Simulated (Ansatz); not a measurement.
Consider the following.

Ca (fcc, Cu type)

```xyz
4
Lattice="5.5685 0.0000 0.0000 0.0000 5.5685 0.0000 0.0000 0.0000 5.5685" Properties=species:S:1:pos:R:3 pbc="T T T"
Ca     0.0000     0.0000     0.0000
Ca     2.7842     2.7842     0.0000
Ca     2.7842     0.0000     2.7842
Ca     0.0000     2.7842     2.7842
```

Scan: atom 2 (Ca, nearest neighbour Ca at 3.937 Å; its periodic images, 5.6 Å or more away, move with it) is displaced along Cartesian x, direction (1.000, 0.000, 0.000) in Cartesian axes, by s. The other atoms stay.

These are r2SCAN (plane waves to 500 eV, PAW, scalar-relativistic; Ansatz, a quantum-chemistry and plane-wave program) values and carry that method's errors. k mesh 7×7×7 (Γ-centred), Fermi-Dirac smearing 0.05 eV. The energy includes the smearing's −TS. With partly filled bands, energies and forces of such displacements shift with the k mesh and the smearing. Ca was relaxed with its symmetry unable to fall. ΔE is measured from the undisplaced structure.

The scan covers s from -0.790 to 0.790 Å in 11 points.

Problem. Is the energy the same for equal positive and negative displacements?

Solution. Even: the same for both signs. With its periodic images moving along, the atom's site symmetry in this cell is m-3m.

Problem. What is the force constant k = d²E/ds² of this move at s = 0?

Solution. 2.33 eV/Å².

(For displaced atoms, the force is minus the slope of the energy, and its curvature is a force constant, which sets phonon frequencies.)
